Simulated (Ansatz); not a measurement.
Input file for Ansatz (a quantum-chemistry and plane-wave program):

Ansatz 0.2 input:
```yaml
crystal:
  lattice:
    - [3.0886210325, 0.0, 0.0]
    - [-1.5443105162, 2.6748242768, 0.0]
    - [0.0, 0.0, 4.9431871584]
  atoms:
    - { symbol: Al, position: [0.6666666667, 0.3333333333, 0.4990101866] }
    - { symbol: Al, position: [0.3333333333, 0.6666666667, 0.9990101866] }
    - { symbol: N, position: [0.6666666667, 0.3333333333, 0.8809898134] }
    - { symbol: N, position: [0.3333333333, 0.6666666667, 0.3809898134] }
kpoints:
  mp_grid: { grid: [8, 8, 6] }
hamiltonian:
  xc: lda
  pseudopotentials: { azcp: { folder: ./paw }, kind: paw }
scf:
  occupations: { method: fixed }
phonons:
  method: dfpt
  response_accuracy: low
  qmesh: [4, 4, 2]
  interpolated_qmesh: [20, 20, 11]
  dielectric: true
  rigid_motions: translations
  temperatures: { t_max: 1000, t_step: 50 }
  qpath:
    path:
      - [[0.0, 0.0, 0.0], [0.5, 0.0, 0.0], [0.3333333333, 0.3333333333, 0.0], [0.0, 0.0, 0.0], [0.0, 0.0, 0.5], [0.5, 0.0, 0.5], [0.3333333333, 0.3333333333, 0.5], [0.0, 0.0, 0.5]]  # Γ-M-K-Γ-A-L-H-A
      - [[0.5, 0.0, 0.5], [0.5, 0.0, 0.0]]  # L-M
      - [[0.3333333333, 0.3333333333, 0.5], [0.3333333333, 0.3333333333, 0.0]]  # H-K
    npoints: 9
```

Output (shortened):

```
WARN phonons: the dynamical matrix that this run interpolates holds no multipole term above the dipole-dipole one, and a site of this crystal is no centre of …
Pseudopotential: Al, paw, valence charge 3
Pseudopotential: N, paw, valence charge 5
Functional definition: SPW92
Crystal: 4 atoms, lattice volume = 40.838 Å³
Basis set: ecut = 420 eV, 785 PW (Γ), exchange–correlation on 48×48×72 points (8 copies of the dense FFT grid, shifted against one another)
Bands: 12, of which v1, the nominal top of the filled ones, is band 8 counted from 1 (7 counted from 0)
Symmetry: 12 space group operations
k-points: 114 of 384 (irreducible under 2 space group operations, time reversal used)
SCF iter   1: F=—  HF=-1782.778152 eV  |F-HF|=—  |Δ(HF+E_count)|=         —  Δρ=1.38e-1  dr2=9.31e0  ethr=3.10e-3  ⟨swp⟩=4.8  Hψ=7415  notcnv=0  defer=103
preconditioner: auto → none
SCF iter   2: F=—  HF=-1780.188241 eV  |F-HF|=—  |Δ(HF+E_count)|=    2.59e0  Δρ=7.64e-2  dr2=1.43e0  ethr=3.10e-3  ⟨swp⟩=3.3  Hψ=4154  notcnv=0  defer=225
SCF iter   3: F=—  HF=-1779.752280 eV  |F-HF|=—  |Δ(HF+E_count)|=   4.36e-1  Δρ=2.21e-2  dr2=1.03e-1  ethr=3.10e-3  ⟨swp⟩=2.1  Hψ=3258  notcnv=0  defer=203
SCF iter   4: F=—  HF=-1779.712735 eV  |F-HF|=—  |Δ(HF+E_count)|=   3.95e-2  Δρ=8.63e-4  dr2=9.43e-5  ethr=6.43e-4  ⟨swp⟩=2.0  Hψ=1689  notcnv=0  defer=228
SCF iter   5: F=—  HF=-1779.712647 eV  |F-HF|=—  |Δ(HF+E_count)|=   8.80e-5  Δρ=2.15e-4  dr2=5.54e-6  ethr=5.89e-7  ⟨swp⟩=2.0  Hψ=2281  notcnv=0  defer=226
SCF iter   6: F=—  HF=-1779.712642 eV  |F-HF|=—  |Δ(HF+E_count)|=   5.05e-6  Δρ=1.86e-5  dr2=7.91e-8  ethr=3.46e-8  ⟨swp⟩=2.0  Hψ=2280  notcnv=0
SCF iter   7: F=—  HF=-1779.712643 eV  |F-HF|=—  |Δ(HF+E_count)|=   1.01e-6  Δρ=3.04e-6  dr2=1.69e-9  ethr=4.95e-10  ⟨swp⟩=2.0  Hψ=2044  notcnv=0
SCF iter   8: F=-1779.712643 eV  HF=-1779.712643 eV  |F-HF|=3.43e-11  |Δ(HF+E_count)|=  1.08e-10  Δρ=4.09e-7  dr2=4.81e-11  ethr=1.00e-12  ⟨swp⟩=6.8  Hψ=7852  notcnv=0
SCF 1 converged in 8 iterations: F = -1779.712643 eV  dr2 = 4.81e-11
NSCF: frozen V_eff on 2 k-points
DFPT response loops at Γ: preconditioner auto → none (the input reference at scf.mixing.eps_inf says where Resta's filter doesn't serve); β = 0.50 …
── the response to a field inside a basis, on 8×8×6 k-points: an SCF that follows is theirs, and a resumed run solves both again ──
Crystal: 4 atoms, lattice volume = 40.838 Å³
Bands: 9, of which v1, the nominal top of the filled ones, is band 8 counted from 1 (7 counted from 0)
k-points: 60 of 384 (irreducible under 4 space group operations, time reversal used)
SCF iter   1: F=—  HF=-1779.715094 eV  |F-HF|=—  |Δ(HF+E_count)|=         —  Δρ=4.15e-4  dr2=9.55e-6  ethr=1.00e-1
preconditioner: auto → none
SCF iter   2: F=—  HF=-1779.715094 eV  |F-HF|=—  |Δ(HF+E_count)|=   6.63e-7  Δρ=2.00e-4  dr2=2.72e-6  ethr=5.97e-8
SCF iter   3: F=—  HF=-1779.715095 eV  |F-HF|=—  |Δ(HF+E_count)|=   8.83e-7  Δρ=6.89e-5  dr2=1.13e-6  ethr=1.70e-8
SCF iter   4: F=-1779.715095 eV  HF=-1779.715095 eV  |F-HF|=3.87e-10  |Δ(HF+E_count)|=   3.09e-7  Δρ=5.97e-6  dr2=3.82e-9  ethr=7.09e-9
SCF 1 converged in 4 iterations: F = -1779.715095 eV  dr2 = 3.82e-9
DFPT response loops at Γ: mixed as the last ones told, above
NSCF: frozen V_eff on 40 k-points
NSCF: frozen V_eff on 228 k-points
DFPT response loops at q = (0, 0, -0.5) (fractional): preconditioner auto → Resta (q_TF=auto, 2.334 Å⁻¹)  ε∞=3.7 (no band partly filled) …
NSCF: frozen V_eff on 432 k-points
DFPT response loops at q = (0, 0.25, 0) (fractional) …
NSCF: frozen V_eff on 432 k-points
DFPT response loops at q = (0, 0.25, -0.5) (fractional): preconditioner auto → Resta (q_TF=auto, 2.334 Å⁻¹)  ε∞=3.7 (no band partly filled) …
NSCF: frozen V_eff on 228 k-points
DFPT response loops at q = (0, -0.5, 0) (fractional) …
NSCF: frozen V_eff on 228 k-points
DFPT response loops at q = (0, -0.5, -0.5) (fractional): mixed as the last ones told, above
NSCF: frozen V_eff on 768 k-points
DFPT response loops at q = (0.25, 0.25, 0) (fractional): mixed as the last ones told, above
NSCF: frozen V_eff on 768 k-points
DFPT response loops at q = (0.25, 0.25, -0.5) (fractional): mixed as the last ones told, above
SCF converged after 8 iterations
Free energy (F): -1779.712643 eV
Harris-Foulkes:  -1779.712643 eV  (|F-HF|=3.43e-11)
Internal energy: -1779.712643 eV  (E = F + TS)
E sigma→0 (E₀):  -1779.712643 eV
Fermi energy:    7.095262 eV
--- Per-component energies (eV) ---
  E_band       = 29.387269
  E_kinetic    = 313.986225
  E_local      = -417.739030  (includes V_loc(G=0)·N_el)
  E_nonlocal   = 93.397561
  E_hartree    = 152.387499
  E_xc         = -196.400573
  E_vxc        = -213.862103  (∫ρ·V_xc dr)
  E_paw        = -1129.325455  (= ΣΔE_a)
  E_vpaw       = -51.172066  (= ΣTr[D̂ρ^β])
  E_aug_tail   = 0.001642  (compensation charges beyond the density's cutoff)
  E_ewald      = -596.292034
  E_core_change = 0.271521  (= ΣΔE_core)
  E_smearing   =  0.000000  (= −TS)
  E_closure    = 0.000000  (closes the sum)
  Σ components = -1779.712643   (vs F -1779.712643, Δ=0.00e0)
  [band-id]    e_kinetic+e_local+e_nonlocal+2·e_hartree+e_vxc+e_vpaw+e_augmentation_tail = 29.387228   (vs E_band 29.387269, Δ=-4.05e-5)
--- Band table (eV; the first three rows and the last of 114) ---
  k-point 0: bands = ["-8.0649", "-5.7805", "0.9590", "6.2091", "6.2091", "6.8672", "6.8672", "7.0953", "11.5110", "13.8318", "17.7537", "18.2026"]
  k-point 1: bands = ["-7.9538", "-6.0073", "1.3513", "6.2507", "6.2507", "6.4977", "6.8206", "6.8206", "11.9883", "13.9061", "17.5741", "18.1707"]
  k-point 2: bands = ["-7.6310", "-6.5394", "2.3686", "5.1976", "6.3659", "6.3659", "6.6950", "6.6950", "12.9179", "13.9913", "17.2792", "18.2228"]
  k-point 113: bands = ["-5.6082", "-5.6082", "2.0487", "2.0487", "4.0362", "4.0362", "6.1100", "6.1100", "13.7104", "13.7104", "16.0877", "16.0877"]
--- Phonons (Γ-DFPT): 4 representative perturbations + reference, on 114 of 384 k-points (Σ response iterations 11) ---
  ASR residual: 7.814e-5 → 0.000e0 eV/Å²; symmetrization residual: 1.844e-5 eV/Å²
  ASR residual per site (eV/Å²): 7.81e-5 7.81e-5 7.06e-5 7.06e-5
  Γ frequencies (cm⁻¹): 0.00 0.00 0.00 239.52 239.52 553.57 620.93 667.52 667.52 678.89 678.89 729.81
  ε∞ (high-frequency dielectric tensor):
        4.398366     0.000000     0.000000
        0.000000     4.398366     0.000000
        0.000000     0.000000     4.620679
  ε⁰ (static dielectric tensor: ions relaxed, cell fixed):
        8.012365     0.000000     0.000000
        0.000000     8.012365     0.000000
        0.000000     0.000000     9.509888
  ε⁰ − ε∞ (ionic part):
        3.613999     0.000000     0.000000
        0.000000     3.613999     0.000000
        0.000000     0.000000     4.889209
  softest optical mode at Γ: 239.52 cm⁻¹; the repairs (sum rule, projections) moved no ω² at Γ by more than (2.38 cm⁻¹)²
  Born effective charges Z* (e; rows j = field, columns β = displacement):
    site 0:
         2.52450    0.00000    0.00000
         0.00000    2.52450    0.00000
         0.00000    0.00000    2.68563
    site 1:
         2.52450    0.00000    0.00000
         0.00000    2.52450    0.00000
         0.00000    0.00000    2.68563
    site 2:
        -2.52450    0.00000    0.00000
         0.00000   -2.52450    0.00000
         0.00000    0.00000   -2.68563
    site 3:
        -2.52450    0.00000    0.00000
         0.00000   -2.52450    0.00000
         0.00000    0.00000   -2.68563
  Z* charge neutrality: 1.050e-3 e pre-enforcement
  solved inside a basis spanned on kpoints, on 8×8×6 k-points, its susceptibility summed on 12×12×6: ε∞ is read to err by 1.4e-2, Z* by 1.1e-2 e (field_mesh …
  optical modes at Γ without the LO–TO term, one row a degenerate level:
      ω (cm⁻¹)  modes    IR ((D/Å)²/amu)
        239.52      2             0.0000
        553.57      1             0.0000
        620.93      1            36.0939
        667.52      2             0.0000
        678.89      2            63.7860
        729.81      1             0.0000
  optical modes at Γ + LO–TO along q̂ = [1.0000, 0.0000, 0.0000]:
      ω (cm⁻¹)  modes    IR ((D/Å)²/amu)
        239.52      2             0.0000
        553.57      1             0.0000
        620.93      1            36.0939
        667.52      2             0.0000
        678.89      1            31.8930
        729.81      1             0.0000
        916.29      1            31.8930
  optical modes at Γ + LO–TO along q̂ = [0.0000, 1.0000, 0.0000]:
      ω (cm⁻¹)  modes    IR ((D/Å)²/amu)
        239.52      2             0.0000
        553.57      1             0.0000
        620.93      1            36.0939
        667.52      2             0.0000
        678.89      1            31.8930
        729.81      1             0.0000
        916.29      1            31.8930
  optical modes at Γ + LO–TO along q̂ = [0.0000, 0.0000, 1.0000]:
      ω (cm⁻¹)  modes    IR ((D/Å)²/amu)
        239.52      2             0.0000
        553.57      1             0.0000
        667.52      2             0.0000
        678.89      2            63.7860
        729.81      1             0.0000
        890.80      1            36.0939
  non-analytic LO–TO correction: the dipole-dipole term of the run's Born effective charges and high-frequency dielectric tensor (where they are solved with …
--- Phonons (arbitrary-q DFPT): 8 irreducible q on the 4×4×2 mesh ---
  q = [0.0000, 0.0000, 0.0000] (star 1, of the zone-centre solve; hermiticity 1.32e-6, symmetrization 4.24e-7):  0.00  0.00  0.00 239.52 239.52 553.57 620.93 667.52 667.52 678.89 678.89 729.81
  q = [0.0000, 0.0000, -0.5000] (star 1, 4 solved perturbations in 328 linear systems a pass and spin channel, the states on 114 of 384 k-point pairs; hermiticity 8.06e-7, symmetrization 1.71e-10): 174.86 174.86 174.86 174.86 350.12 350.12 672.18 672.18 …
  q = [0.0000, 0.2500, 0.0000] (star 6, 12 solved perturbations on 216 of 384 k-point pairs; hermiticity 1.14e-6, symmetrization 1.26e-7): 165.14 182.80 300.12 318.01 397.99 506.22 626.04 667.75 680.68 684.43 730.27 866.07
  q = [0.0000, 0.2500, -0.5000] (star 6, 12 solved perturbations on 216 of 384 k-point pairs; hermiticity 1.11e-6, symmetrization 1.38e-7): 249.21 249.21 273.44 273.44 424.91 424.91 672.71 672.71 673.71 673.71 814.31 814.31
  q = [0.0000, -0.5000, 0.0000] (star 3, 6 solved perturbations on 114 of 384 k-point pairs; hermiticity 1.24e-6, symmetrization 1.62e-11): 224.28 306.10 342.52 406.04 503.96 525.55 645.26 667.43 681.58 682.88 736.24 755.05
  q = [0.0000, -0.5000, -0.5000] (star 3, 6 solved perturbations on 114 of 384 k-point pairs; hermiticity 1.17e-6, symmetrization 1.49e-11): 268.57 268.57 297.12 297.12 575.99 575.99 675.24 675.24 678.12 678.12 733.66 733.66
  q = [0.2500, 0.2500, 0.0000] (star 6, 4 solved perturbations in 1168 linear systems a pass and spin channel, the states on 384 of 384 k-point pairs; hermiticity 1.19e-6, symmetrization 1.09e-11): 296.31 313.07 404.75 406.26 435.46 503.93 643.24 656.87 …
  q = [0.2500, 0.2500, -0.5000] (star 6, 4 solved perturbations in 1168 linear systems a pass and spin channel, the states on 384 of 384 k-point pairs; hermiticity 1.21e-6, symmetrization 4.93e-11): 253.54 253.54 373.93 373.93 530.13 530.13 646.21 646.21 …
  sum rule: each row above includes the acoustic sum rule's correction from the zone centre's row sums; it moved no ω² by more than (1.17 cm⁻¹)²
  mesh force constants: q→R imaginary residual 2.81e-18; ASR residual 7.814e-5 → 0.000e0 eV/Å²; symmetrization residual 1.776e-14 eV/Å²
  interpolated dispersion: 85 rows × 12 modes
  density of states and harmonic sums: on the 20×20×11 q-mesh, interpolated from the force constants of a 4×4×2 supercell (with the dipole–dipole term)
  largest difference from the sums on the solved wave vectors: F 1.59e-2 eV, S 2.41e-5 and C_V 7.86e-6 eV/K
  zero-point energy: 0.392305 eV/cell   skipped modes (ω ≤ 0): 3   left out of the sums: 5.68e-5 of the cell's modes …
```

Cost: roughly 7 core-minutes on shared cores.

Space group P6_3mc (wurtzite). The cell was relaxed with LDA under the symmetry of its start.

Potentials: the earlier of the program's two PAW sets. The files were generated under PBE; for other functionals the program regenerates the frozen cores, and for LDA and PBEsol the local potential too.

Ansatz is a plane-wave DFT program.
